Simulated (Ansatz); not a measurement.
This log comes from Ansatz, run on a 12-atom cell of TiSi3O8 built on the rutile structure (relaxed group Cmmm). The starting cell comes from a relaxation with PBE.

Structure:
```
CELL_PARAMETERS angstrom
3.09296 -3.04171 0.00000
3.09296 3.04171 0.00000
0.00000 0.00000 5.54277
ATOMIC_POSITIONS crystal
Si 0.50000 0.50000 0.00000
Si 0.00000 0.00000 0.75555
O 0.19352 0.19352 0.00000
O 0.80648 0.80648 0.00000
O 0.69995 0.30005 0.76739
O 0.30005 0.69995 0.76739
Ti 0.50000 0.50000 0.50000
Si 0.00000 0.00000 0.24445
O 0.18133 0.18133 0.50000
O 0.81867 0.81867 0.50000
O 0.69995 0.30005 0.23261
O 0.30005 0.69995 0.23261
```

Main lines of the log:
```
Functional definition: r2SCAN
Crystal: 12 atoms, lattice volume = 104.292 Å³
Basis set: ecut = 500 eV, 2625 PW (Γ)
Bands: 48, of which v1, the nominal top of the filled ones, is band 36 counted from 1 (35 counted from 0)
Symmetry: 8 space group operations
Space group: Cmmm (ITA 65)
k-points: 39 of 144
preconditioner: auto → Resta (q_TF=auto, 2.565 Å⁻¹)  ε∞=4.3  [insulator: Δε(μ)=2.724 eV  σ=0.020 eV  ℏωp=29.1 eV]
relax step 1: F+E_penalty+E_count = -8984.36569046 eV  max|allowed force component| = 1.471e-1 eV/Å  Δτ_max = 0.0000 Å  P = -8.270 GPa  Ω = 104.292 Å³
relax step 2: F+E_penalty+E_count = -8984.42678135 eV  max|allowed force component| = 1.246e-1 eV/Å  Δτ_max = 0.0013 Å  P = -4.089 GPa  Ω = 102.715 Å³
relax step 3: F+E_penalty+E_count = -8984.44920216 eV  max|allowed force component| = 4.037e-2 eV/Å  Δτ_max = 0.0054 Å  P = +0.278 GPa  Ω = 101.124 Å³
relax step 4: F+E_penalty+E_count = -8984.44947361 eV  max|allowed force component| = 2.052e-2 eV/Å  Δτ_max = 0.0008 Å  P = +0.069 GPa  Ω = 101.170 Å³
relax step 5: F+E_penalty+E_count = -8984.44955923 eV  max|allowed force component| = 2.626e-2 eV/Å  Δτ_max = 0.0019 Å  P = -0.014 GPa  Ω = 101.159 Å³
relax step 6: F+E_penalty+E_count = -8984.44959940 eV  max|allowed force component| = 2.012e-3 eV/Å  Δτ_max = 0.0008 Å  P = +0.002 GPa  Ω = 101.156 Å³
relax step 7: F+E_penalty+E_count = -8984.44718177 eV  max|allowed force component| = 1.972e-3 eV/Å  Δτ_max = 0.0000 Å  P = +0.031 GPa  Ω = 101.156 Å³  (SCF on a basis re-selected at this cell)
relax step 8: F+E_penalty+E_count = -8984.44717544 eV  max|allowed force component| = 2.470e-4 eV/Å  Δτ_max = 0.0000 Å  P = -0.000 GPa  Ω = 101.168 Å³
relax step 9: F+E_penalty+E_count = -8984.44717944 eV  max|allowed force component| = 2.373e-4 eV/Å  Δτ_max = 0.0000 Å  P = -0.000 GPa  Ω = 101.168 Å³  (SCF on a basis re-selected at this cell)
Free energy (F): -8984.447179 eV
Fermi energy:    10.943848 eV
--- Per-component energies (eV) ---
  E_band       = -147.194624
  E_kinetic    = 1854.581721
  E_local      = -3443.700729
  E_nonlocal   = 442.270978
  E_hartree    = 1280.949877
  E_xc         = -846.790456
  E_vxc        = -1146.406393
  E_paw        = -3898.116859
  E_vpaw       = -486.533456
  E_vtau       = 70.684193
  E_ewald      = -4372.912384
  E_core_change = -0.738283
--- Forces (eV/Å), atoms counted from 1 ---
  atom   1  Si      0.00000      0.00000      0.00000
  atom   2  Si      0.00000      0.00000    -0.00024
  atom   3  O       0.00010      0.00000      0.00000
  atom   4  O     -0.00010      0.00000      0.00000
  atom   5  O       0.00000      0.00004      0.00011
  atom   6  O       0.00000    -0.00004      0.00011
  atom   7  Ti      0.00000      0.00000      0.00000
  atom   8  Si      0.00000      0.00000      0.00024
  atom   9  O       0.00001      0.00000      0.00000
  atom  10  O     -0.00001      0.00000      0.00000
  atom  11  O       0.00000      0.00004    -0.00011
  atom  12  O       0.00000    -0.00004    -0.00011
--- Stress (GPa, compression-positive) ---
       -0.000662       0.000000       0.000000
        0.000000       0.000581       0.000000
        0.000000       0.000000      -0.000356
  P = ⅓ Tr σ = -0.0001 GPa (-0.001 kbar)
--- Relaxed structure (7 steps of the walk, 7 accepted, 2 SCFs on fresh bases) ---
  F+E_penalty+E_count = -8984.44717944 eV   max|allowed force component| = 2.373e-4 eV/Å
  cell:  # Å, volume = 101.1676 Å³
    - [3.057676, -3.005720, 0.000000]
    - [3.057676, 3.005720, 0.000000]
    - [0.000000, 0.000000, 5.503911]
  atoms:
    - { symbol: Si, position: [0.500000, 0.500000, 0.000000] }
    - { symbol: Si, position: [0.000000, 0.000000, 0.755922] }
    - { symbol: O, position: [0.194506, 0.194506, 0.000000] }
    - { symbol: O, position: [0.805494, 0.805494, 0.000000] }
    - { symbol: O, position: [0.700940, 0.299060, 0.767969] }
    - { symbol: O, position: [0.299060, 0.700940, 0.767969] }
    - { symbol: Ti, position: [0.500000, 0.500000, 0.500000] }
    - { symbol: Si, position: [0.000000, 0.000000, 0.244078] }
    - { symbol: O, position: [0.181545, 0.181545, 0.500000] }
    - { symbol: O, position: [0.818455, 0.818455, 0.500000] }
    - { symbol: O, position: [0.700940, 0.299060, 0.232031] }
    - { symbol: O, position: [0.299060, 0.700940, 0.232031] }
```

Q: Reconstruct the input.

A:
```yaml
crystal:
  # lattice and atoms as above
kpoints:
  mp_grid: { grid: [6, 6, 4] }
hamiltonian:
  xc: r2scan
scf:
  occupations: { method: fermi_dirac, width: 0.02 }
relax:
  f_tol: 0.005
  cell: {}
```
The term E_vtau belongs to a meta-GGA, which reads the kinetic-energy density. The relax steps with a changing cell volume need the relax block with cell. Not every key shows in the log; this is the file that was used, less any keys that only write grids.

Wall time 21 s on 1 × NVIDIA H100 80GB HBM3 with 2 threads of AMD EPYC 7R13 Processor (Zen 3) (shared host), load about 0.7 per core; peak host memory 1 GiB.

Computed, not measured; no magnetism was allowed, and whether the structure is a known phase isn't checked.
